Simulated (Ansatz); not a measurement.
Computed with Ansatz 0.2.0, DFT PBE, scalar-relativistic, plane waves, PAW. The final run on the 8-atom cell used 420 eV, a Γ-centred 6×6×2 mesh, 0.02 eV smearing and no spin polarisation.

Energies over the elements count from the elements' standard structures at the same level, with no fitted energy shifts.

**Question.** Propose a candidate for a tetragonal semiconductor made of Cd, Mg and Te, with a gap near 1.0 eV, a formation energy near −0.57 eV/atom and about 36 Å³ per atom, in a cell of 8 atoms.

**Answer.** MgCd₃Te₄, space group P-4m2 (No. 115). Around Mg lie 4 Te at 2.82 Å; Cd on a site of symmetry -4m2 has 4 Te at 2.86 Å; Cd on a site of symmetry 2mm has 4 Te at 2.86–2.87 Å; Te on its first site is surrounded by 2 Mg at 2.82 Å and 2 Cd at 2.87 Å; 1 more site not described.

```cif
data_structure
_symmetry_space_group_name_H-M 'P-4m2'
_symmetry_Int_Tables_number 115
_cell_length_a 4.6696
_cell_length_b 4.6696
_cell_length_c 13.1342
_cell_angle_alpha 90.000
_cell_angle_beta 90.000
_cell_angle_gamma 90.000
_cell_volume 286.39
loop_
_atom_site_label
_atom_site_type_symbol
_atom_site_symmetry_multiplicity
_atom_site_Wyckoff_symbol
_atom_site_fract_x
_atom_site_fract_y
_atom_site_fract_z
_atom_site_occupancy
Mg1 Mg 1 d 0.00000 0.00000 0.50000 1
Cd1 Cd 1 a 0.00000 0.00000 0.00000 1
Cd2 Cd 2 f 0.50000 0.50000 0.25248 1
Te1 Te 2 g 0.50000 0.00000 0.37928 1
Te2 Te 2 g 0.50000 0.00000 0.87378 1
```

| Item | Value |
| --- | --- |
| Volume per atom | 35.80 Å³ |
| Density | 5.06 g/cm³ |
| Energy over the elements | −0.566 eV/atom |
| Gap on the 6×6×2 mesh of the 8-atom cell | 0.96 eV |

The cell was found from a structure generator's guess, not taken from experiment. The answer needn't be unique; the calculation gave this one.

These runs have no spin–orbit coupling, which can matter for Te. Kohn–Sham gaps at this level usually fall short of measured ones. The missing spin–orbit coupling can work the other way here. The reference form of Te is held partly by dispersion forces, which this level lacks. A structure relaxed within its symmetry needn't be a true minimum.
